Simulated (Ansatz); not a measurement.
IrO2:
```
IrO2
1.0
    0.00000     2.47710     2.47710
    2.47710     0.00000     2.47710
    2.47710     2.47710     0.00000
Ir O
1 2
Direct
  0.00000   0.00000   0.00000
  0.25000   0.25000   0.25000
  0.75000   0.75000   0.75000
```

Relaxed with PBE. Special points in fractions of this cell's reciprocal vectors: Γ (0.000, 0.000, 0.000); X (0.500, 0.000, 0.500); U (0.625, 0.250, 0.625); K (0.375, 0.375, 0.750); L (0.500, 0.500, 0.500); W (0.500, 0.250, 0.750).

Question: List the band energies nearest the Fermi level at these points for PBE in the plane-wave PAW code Ansatz.

Answer: In eV from the Fermi level; about four levels below and three above (degenerate sets whole), none deeper than 8.9 eV; … stands for higher levels left out; points with the same levels are listed once.

```tsv
k	below	above
Γ	-3.23 -3.23 -3.23 -2.86 -2.86	2.84 2.84 2.84
X	-2.46 -2.17 -2.11 -0.82	1.27 1.27 …
U	-2.92 -1.98 -1.83 -0.30	0.58 1.46 …
L	-4.77 -4.77 -2.49 -2.49 -0.82	2.28 2.28 …
W	-2.10 -1.35 -0.09 -0.09	1.43 …
```

Space group Fm-3m (fluorite). A made-up cell: these elements were put on the sites of a structure type; neither database checked (COD, Materials Project) lists it. It is not the phase usual at ambient conditions (space group No. 136). The cell was relaxed with PBE under the symmetry of its start; whether a distortion lowers the energy is not shown. The run is not spin-polarised. With an odd number of electrons in the cell and no spin polarisation, the count alone makes it a metal. Spin–orbit coupling is left out wherever it is not named.

Potentials: the later of the program's two PAW sets.
